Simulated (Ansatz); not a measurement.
What does Ansatz print for the nuclei with this input?

The cell is a computed structure from the Materials Project (it need not be an observed phase), atoms as given.

```yaml
crystal:
  lattice:
    - [-3.751284437, 3.8258078949, 5.3433427056]
    - [3.751284437, -3.8258078949, 5.3433427056]
    - [3.751284437, 3.8258078949, -5.3433427056]
  atoms:
    - { symbol: "Y", position: [0.0, 0.5, 0.5] }
    - { symbol: "Y", position: [0.5, 0.5, 0.0] }
    - { symbol: Mg, position: [0.373701, 0.123701, 0.25] }
    - { symbol: Mg, position: [0.626299, 0.876299, 0.75] }
    - { symbol: Cr, position: [0.0, 0.0, 0.5], spin: 3.0 }
    - { symbol: Cr, position: [0.0, 0.5, 0.0], spin: 3.0 }
    - { symbol: S, position: [0.211098, 0.245574, 0.965524] }
    - { symbol: S, position: [0.770619, 0.270641, 2.2e-05] }
    - { symbol: S, position: [0.770619, 0.770597, 0.499978] }
    - { symbol: S, position: [0.21995, 0.754426, 0.465524] }
    - { symbol: S, position: [0.229381, 0.229403, 0.500022] }
    - { symbol: S, position: [0.78005, 0.245574, 0.534476] }
    - { symbol: S, position: [0.788902, 0.754426, 0.034476] }
    - { symbol: S, position: [0.229381, 0.729359, 0.999978] }
magnetization:
  spin_polarized: true
kpoints:
  mp_grid: { grid: [5, 5, 5] }
scf:
  occupations: { method: fermi_dirac, width: 0.02 }
hamiltonian:
  xc: pbe
  pseudopotentials: { kind: paw }
output:
  forces: true
  stress: true
  populations: true
  efg:
    quadrupole_moments_barn: { Mg: 0.1994, Cr: -0.15, S: -0.0694 }
    contact_densities: true
```

```sh
ansatz run input.yaml --threads 1 --pin off --max-ram 3072MiB --backend cpu --events-out ev --progress --plain --runs-dir out
```

Of the output, the block on the nuclei alone is shown; the set-up, the SCF iterations, energies, forces and stress are cut. One atom of each set with nearly equal values is shown.

```
--- PAW observables at the nuclei: V_zz in 10²¹ V/m², potentials from the cell's mean, atoms counted from 1 ---
  atom   1  Y  V_zz =    +3.906441   η = 0.3234   by run symmetry: allowed
            electrostatic potential = -5711.830362 V   contact ρ = 443894.105546 e/Å³   contact ρ_s (e/Å³): all electrons +0.864935, valence +0.863116
  atom   3  Mg V_zz =    +0.173235   η = 0.3571   by run symmetry: allowed   C_q = +0.8352 MHz
            electrostatic potential = -1100.959923 V   contact ρ = 7797.772539 e/Å³   contact ρ_s (e/Å³): all electrons +0.136432, valence +0.135683
  atom   5  Cr V_zz =    -1.696991   η = 0.2826   by run symmetry: allowed   C_q = +6.1550 MHz
            electrostatic potential = -2854.808965 V   contact ρ = 76318.142934 e/Å³   contact ρ_s (e/Å³): all electrons -1.606969, valence +3.746651
  atom   7  S  V_zz =    -7.725998   η = 0.0204   by run symmetry: allowed   C_q = +12.9649 MHz
            electrostatic potential = -1633.045547 V   contact ρ = 19765.597591 e/Å³   contact ρ_s (e/Å³): all electrons -0.243082, valence -0.249980
  atom   8  S  V_zz =    +6.737110   η = 0.4599   by run symmetry: allowed   C_q = -11.3054 MHz
            electrostatic potential = -1633.432351 V   contact ρ = 19764.528055 e/Å³   contact ρ_s (e/Å³): all electrons -0.097078, valence -0.097598
```

Hardware: 1 thread of Intel Xeon Platinum 8259CL CPU @ 2.50GHz (Skylake/Cascade Lake) (x86_64; 16 cores open to the job, memory cap 3.0 GiB, no GPU), a shared host with a load of 0.4 a core. Wall time 2.1 min, CPU time 2.1 min, peak memory 1.3 GiB.

Without spin–orbit coupling (the program notes it for Y) the gradients can shift somewhat, as the gap is small. With a gap of 0.8 eV on this mesh, small gradients can still move by 0.1 × 10²¹ V/m² or more as the k-mesh gets denser. All moments are parallel here, as the start or the cell imposes; many such compounds order antiparallel, where fields and spin densities carried over to other atoms largely cancel. The magnetic order is the one that the run reached from its start moments, not necessarily the measured one.
